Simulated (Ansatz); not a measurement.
Geometry optimisation in Ansatz: input, command and trajectory.

```yaml
crystal:
  lattice:
    - [6.5145521939, 0.032801547, 0.0630379303]
    - [0.032801547, 6.6517747161, -0.0038178283]
    - [0.0630379303, -0.0038178283, 6.5192243555]
  atoms:
    - { symbol: Ta, position: [0.0088285481, 0.9874427095, 0.0024692347] }
    - { symbol: Ta, position: [0.4931415631, 0.9981032884, 0.0078706439] }
    - { symbol: Ta, position: [0.9948501804, 0.9981989122, 0.5028917466] }
    - { symbol: Ta, position: [0.2402543062, 0.2646632675, 0.2482034235] }
    - { symbol: Ta, position: [0.5017655183, 0.9882664608, 0.4932936649] }
    - { symbol: Ta, position: [0.7559293886, 0.2539738063, 0.242861225] }
    - { symbol: Ta, position: [0.254201949, 0.2539587789, 0.7478968643] }
    - { symbol: Ta, position: [0.4912503904, 0.5196833299, 0.5008146395] }
    - { symbol: Ta, position: [0.7474073373, 0.2638000957, 0.7574970368] }
    - { symbol: Ta, position: [0.7578002806, 0.7324326646, 0.7499601093] }
    - { symbol: W, position: [0.0006762929, 0.5095193211, 0.00422667] }
    - { symbol: W, position: [0.5001152318, 0.5057166416, 0.0002994002] }
    - { symbol: W, position: [0.0050988544, 0.5033970048, 0.4957021324] }
    - { symbol: W, position: [0.2483656149, 0.742540687, 0.2465004545] }
    - { symbol: W, position: [0.7490278425, 0.746359699, 0.2504061042] }
    - { symbol: W, position: [0.2440002405, 0.7486810865, 0.7549993866] }
  symmetry: { detect: false }
basis:
  ecutwfc: 420
kpoints:
  mp_grid: { grid: [3, 3, 3] }
hamiltonian:
  xc: pbe
scf:
  occupations: { method: gaussian, width: 0.1 }
  lower_state_search: "off"
output:
  forces: true
  stress: true
  eigenvalues: true
relax:
  adjacent_minimum: "off"
  f_tol: 0.04
  max_steps: 25
  cell: { stress_tol: 0.3 }
```

```bash
ansatz run input.yaml --threads 4 --pin off --max-ram 9216MiB --backend cpu --events-out ev --progress --plain --runs-dir out
```

Level of theory: DFT PBE, scalar-relativistic, plane waves, PAW in Ansatz.

Of 6 frames 5 are shown, positions in Å and forces in eV/Å; the SCF threshold varies from step to step. Steps run on the plane waves of an earlier cell, with a Pulay correction in the pressure. The basis is chosen afresh for the last frame, the zero of the energies, and at times for earlier ones too; energy and pressure can step there, also at an unchanged geometry. Where two frames share a geometry here, they differ by under 2 meV/atom and 0.3 GPa. The mark taken_back stands on steps that the optimiser undid.

```xyz
16
Lattice="6.5146 0.0328 0.0630 0.0328 6.6518 -0.0038 0.0630 -0.0038 6.5192" Properties=species:S:1:pos:R:3:forces:R:3 pbc="T T T" step=1 free_energy_over_end_meV_per_atom=28.01 pressure_GPa=-2.44
Ta    0.0901    6.5685    0.0129   -0.6485    0.6795   -0.0317
Ta    3.2458    6.6553    0.0786    0.5644   -0.1530   -0.5094
Ta    6.5454    6.6705    3.3374    0.4747   -0.1011   -0.3079
Ta    1.5895    1.7674    1.6322    0.6503   -0.6818    0.0377
Ta    3.3323    6.5883    3.2437   -0.2849    0.7231    0.4325
Ta    4.9482    1.7132    1.6299   -0.5642    0.1530    0.5117
Ta    1.7115    1.6948    4.8908   -0.4702    0.0958    0.3022
Ta    3.2489    3.4710    3.2939    0.4788   -1.0433   -0.3468
Ta    4.9254    1.7764    4.9844    0.2773   -0.7206   -0.4374
Ta    5.0080    4.8940    4.9341   -0.4746    1.0415    0.3421
W     0.0214    3.3892    0.0257    0.1516   -0.5917   -0.3390
W     3.2746    3.3803    0.0315   -0.2482    0.0176    0.1231
W     0.0810    3.3468    3.2300   -0.5596    0.1393    0.3181
W     1.6579    4.9464    1.6198   -0.1467    0.5951    0.3388
W     4.9198    4.9882    1.6768    0.2419   -0.0166   -0.1184
W     1.6617    4.9852    4.9345    0.5578   -0.1367   -0.3157
16
Lattice="6.4331 0.0299 0.0078 0.0305 6.4478 -0.0099 0.0078 -0.0095 6.4424" Properties=species:S:1:pos:R:3:forces:R:3 pbc="T T T" step=2 free_energy_over_end_meV_per_atom=75.54 pressure_GPa=10.58 taken_back
Ta   -0.0076    6.4730   -0.0131    1.0407   -0.9693    0.7054
Ta    3.3042    6.4245   -0.0486   -1.5320    0.4005    1.3547
Ta    6.5244    6.4449    3.1815   -0.7066   -0.0768    0.5353
Ta    1.6504    1.6050    1.6188   -1.0499    0.9780   -0.7232
Ta    3.2222    6.5099    3.2449    0.1438   -1.5842   -0.5514
Ta    4.7715    1.6837    1.6617    1.5358   -0.4017   -1.3658
Ta    1.5596    1.6531    4.8729    0.6922    0.0869   -0.5178
Ta    3.2636    3.1954    3.1717   -1.0564    1.9329    1.1198
Ta    4.8604    1.5891    4.8096   -0.1223    1.5729    0.5659
Ta    4.8201    4.9031    4.8832    1.0499   -1.9264   -1.1106
W     0.0346    3.2030   -0.0210   -0.4334    1.1871    0.7643
W     3.2064    3.2654    0.0117    0.0316    0.3468    0.0917
W    -0.0290    3.2614    3.2332    0.8172    0.2186   -0.3456
W     1.6083    4.8755    1.6260    0.4285   -1.1956   -0.7698
W     4.8687    4.8427    1.6014   -0.0204   -0.3460   -0.1011
W     1.6795    4.8076    4.8142   -0.8190   -0.2239    0.3483
16
Lattice="6.5149 -0.0478 -0.0283 -0.0494 6.5436 0.0516 -0.0285 0.0503 6.5157" Properties=species:S:1:pos:R:3:forces:R:3 pbc="T T T" step=3 free_energy_over_end_meV_per_atom=3.12 pressure_GPa=0.26
Ta   -0.0443    6.5127    0.0782    0.0061   -0.0204   -0.0280
Ta    3.1894    6.4913    0.0555    0.0162   -0.0250    0.0358
Ta    6.4534    6.5004    3.2807    0.0315   -0.0321   -0.0086
Ta    1.5980    1.6811    1.6131   -0.0062    0.0204    0.0279
Ta    3.1708    6.5161    3.2931    0.0153    0.0543   -0.0401
Ta    4.8792    1.6547    1.6075   -0.0160    0.0250   -0.0358
Ta    1.5867    1.6959    4.8981   -0.0315    0.0321    0.0087
Ta    3.2070    3.3209    3.2476   -0.0401    0.0362    0.0357
Ta    4.8692    1.6802    4.8856   -0.0154   -0.0542    0.0403
Ta    4.8331    4.8754    4.9312    0.0401   -0.0362   -0.0357
W    -0.0058    3.3048    0.0302   -0.0713    0.0273    0.0578
W     3.2297    3.2787    0.0122   -0.0821    0.0631    0.0771
W    -0.0301    3.3427    3.2697    0.0089   -0.0207    0.0005
W     1.5595    4.8890    1.6612    0.0711   -0.0272   -0.0578
W     4.8389    4.8674    1.6509    0.0822   -0.0631   -0.0772
W     1.5553    4.9014    4.9373   -0.0088    0.0207   -0.0006
16
Lattice="6.5039 0.0140 0.0075 0.0139 6.5647 0.0012 0.0074 0.0012 6.5082" Properties=species:S:1:pos:R:3:forces:R:3 pbc="T T T" step=4 free_energy_over_end_meV_per_atom=0.03 pressure_GPa=0.08
Ta    0.0268    6.5296    0.0192    0.0042    0.0076   -0.0055
Ta    3.2535    6.5450    0.0227    0.0099    0.0003   -0.0240
Ta    6.5336    6.5532    3.2547   -0.0155   -0.0129    0.0099
Ta    1.6125    1.6938    1.6160   -0.0041   -0.0075    0.0055
Ta    3.2552    6.5487    3.2486    0.0116   -0.0163    0.0142
Ta    4.8897    1.6925    1.6200   -0.0100   -0.0005    0.0240
Ta    1.6171    1.6855    4.8963    0.0156    0.0131   -0.0099
Ta    3.2440    3.3408    3.2466   -0.0058    0.0187   -0.0085
Ta    4.8955    1.6900    4.9023   -0.0117    0.0162   -0.0142
Ta    4.9066    4.8978    4.9044    0.0059   -0.0186    0.0085
W     0.0135    3.3150    0.0125   -0.0094    0.0254    0.0055
W     3.2431    3.3308    0.0135   -0.0007   -0.0112    0.0182
W     0.0144    3.3221    3.2457    0.0094    0.0093   -0.0084
W     1.6258    4.9085    1.6228    0.0093   -0.0255   -0.0054
W     4.9001    4.9066    1.6292    0.0008    0.0115   -0.0181
W     1.6324    4.9026    4.8978   -0.0096   -0.0095    0.0083
16
Lattice="6.5117 0.0072 0.0024 0.0071 6.5543 0.0077 0.0023 0.0075 6.5125" Properties=species:S:1:pos:R:3:forces:R:3 pbc="T T T" step=6 free_energy_over_end_meV_per_atom=0.00 pressure_GPa=0.02
Ta    0.0197    6.5205    0.0257    0.0011    0.0047    0.0005
Ta    3.2505    6.5312    0.0252   -0.0011    0.0033    0.0013
Ta    6.5309    6.5386    3.2593    0.0010    0.0032   -0.0009
Ta    1.6117    1.6898    1.6174   -0.0011   -0.0047   -0.0005
Ta    3.2496    6.5369    3.2561   -0.0007   -0.0025   -0.0020
Ta    4.8926    1.6863    1.6203    0.0011   -0.0033   -0.0013
Ta    1.6146    1.6864    4.8987   -0.0010   -0.0032    0.0009
Ta    3.2420    3.3359    3.2480   -0.0020    0.0008   -0.0016
Ta    4.8958    1.6882    4.9019    0.0008    0.0025    0.0020
Ta    4.9034    4.8891    4.9100    0.0020   -0.0008    0.0016
W     0.0105    3.3110    0.0162   -0.0034   -0.0073   -0.0036
W     3.2440    3.3205    0.0151    0.0012   -0.0015    0.0001
W     0.0095    3.3207    3.2500    0.0003   -0.0012    0.0001
W     1.6209    4.8992    1.6269    0.0033    0.0073    0.0036
W     4.8991    4.8970    1.6304   -0.0012    0.0015   -0.0002
W     1.6243    4.8971    4.9056   -0.0004    0.0012   -0.0001
```

The run took 88 s on 4 threads of Intel(R) Xeon(R) Platinum 8259CL CPU @ 2.50GHz (Skylake/Cascade Lake) (shared host), peak memory 1.3 GiB.

The k mesh is coarse. Spin–orbit coupling is left out, which can shift energies with elements as heavy as these.